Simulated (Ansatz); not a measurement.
# ZnS (zinc blende): energy against volume

ZnS (zinc blende), conventional cell a = 5.389 Å, b = 5.389 Å, c = 5.389 Å, α = 90.00°, β = 90.00°, γ = 90.00°. The calculation uses the primitive cell of 2 atoms, to which meshes and values per cell refer.

E(V) scan at fixed shape, V₀ the volume above. Symmetry pins the atoms to their sites.

The numbers are results of r2SCAN (plane waves to 500 eV, PAW, scalar-relativistic; Ansatz, an electronic-structure program), not measurements. k mesh 11×11×11 (Γ-centred), Fermi-Dirac smearing 0.05 eV. E stands for the smeared free energy. Compression counts positive. ZnS was relaxed with its symmetry unable to fall. The zero of ΔE is the relaxed starting cell.

```json
[
 {"V (Å³/cell)": "32.87", "ΔE (kJ/mol of atoms)": "16.16", "P (GPa)": "20.0"},
 {"V (Å³/cell)": "33.91", "ΔE (kJ/mol of atoms)": "10.62", "P (GPa)": "15.4"},
 {"V (Å³/cell)": "34.95", "ΔE (kJ/mol of atoms)": "6.44", "P (GPa)": "11.3"},
 {"V (Å³/cell)": "36.00", "ΔE (kJ/mol of atoms)": "3.44", "P (GPa)": "7.9"},
 {"V (Å³/cell)": "37.04", "ΔE (kJ/mol of atoms)": "1.45", "P (GPa)": "4.9"},
 {"V (Å³/cell)": "38.08", "ΔE (kJ/mol of atoms)": "0.35", "P (GPa)": "2.3"},
 {"V (Å³/cell)": "39.13", "ΔE (kJ/mol of atoms)": "0.00", "P (GPa)": "0.0"},
 {"V (Å³/cell)": "40.17", "ΔE (kJ/mol of atoms)": "0.31", "P (GPa)": "-2.0"},
 {"V (Å³/cell)": "41.22", "ΔE (kJ/mol of atoms)": "1.20", "P (GPa)": "-3.7"},
 {"V (Å³/cell)": "42.26", "ΔE (kJ/mol of atoms)": "2.58", "P (GPa)": "-5.1"},
 {"V (Å³/cell)": "43.30", "ΔE (kJ/mol of atoms)": "4.40", "P (GPa)": "-6.4"},
 {"V (Å³/cell)": "44.35", "ΔE (kJ/mol of atoms)": "6.59", "P (GPa)": "-7.5"},
 {"V (Å³/cell)": "45.39", "ΔE (kJ/mol of atoms)": "9.10", "P (GPa)": "-8.5"}
]
```

Key numbers:

| Item | Result |
|---|---|
| Pressure at the smallest volume | 20.0 GPa |
| Energy cost of the largest compression | 167.5 meV/atom |
| Energy cost of the largest expansion | 94.3 meV/atom |
| Bulk modulus B₀ (third-order Birch-Murnaghan fit) | 78.6 GPa |
| Pressure derivative B₀′ (fit) | 4.3 |
| Equilibrium volume of the fit | 19.56 Å³/atom |
| Pressure for 5 % compression (fit) | 4.5 GPa |

The 13 points together took roughly 50 core-seconds.

(A scan under strain: stresses follow from slopes of the energy per volume, elastic moduli from its curvatures.)
